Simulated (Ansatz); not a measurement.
A relaxed cell of Ga₃AsN₂ is given with its symmetry left out. The cell was found from a structure generator's guess, not taken from experiment.

All numbers below come from DFT PBE, scalar-relativistic, plane waves, PAW in Ansatz 0.2.0. Cutoff 420 eV, Γ-centred mesh, Gaussian smearing, no spin polarisation.

```yaml
crystal:
  lattice:
    - [3.46782, 0.00000, 0.00000]
    - [-1.73391, 3.00322, 0.00000]
    - [0.00000, 0.00000, 8.79536]
  atoms:
    - { symbol: Ga, position: [0.00000, 0.00000, 0.99731] }
    - { symbol: Ga, position: [0.66667, 0.33333, 0.70806] }
    - { symbol: Ga, position: [0.33333, 0.66667, 0.28551] }
    - { symbol: As, position: [0.66667, 0.33333, 0.42409] }
    - { symbol: N, position: [0.00000, 0.00000, 0.77209] }
    - { symbol: N, position: [0.33333, 0.66667, 0.06294] }
```

The zero of energy is the elements' standard structures at the same level (N₂ as a molecule); no fitted shifts are applied.

Problem. Find its symmetry and describe it.

Solution. P3m1 (No. 156), with As and N ordered on zinc blende sites. Conventional cell: a = 3.468 Å, c = 8.795 Å. Ga on its first site is surrounded by 4 N at 1.98–2.08 Å; Ga on its second site is surrounded by 3 N at 2.08 Å and 1 As at 2.50 Å; As is surrounded by 3 Ga at 2.34 Å and 1 Ga at 2.50 Å; N on its first site is surrounded by 4 Ga at 1.98–2.08 Å; 2 more sites not described.

Problem. How far does it lie from the elements in energy?

Solution. −0.10 eV/atom. It lies below the elements, which doesn't yet make it stable against other compounds or structures.

Problem. Is it a metal?

Solution. Yes, bands cross the Fermi level on the 12×12×4 mesh.

The last run used a 12×12×4 mesh (in the run's order of axes) for its 6-atom cell and Gaussian smearing of 0.10 eV. The zero gap may come from the functional, which often closes small gaps. The reference form of As is held partly by dispersion forces, which this level lacks. A structure relaxed within its symmetry needn't be a true minimum.
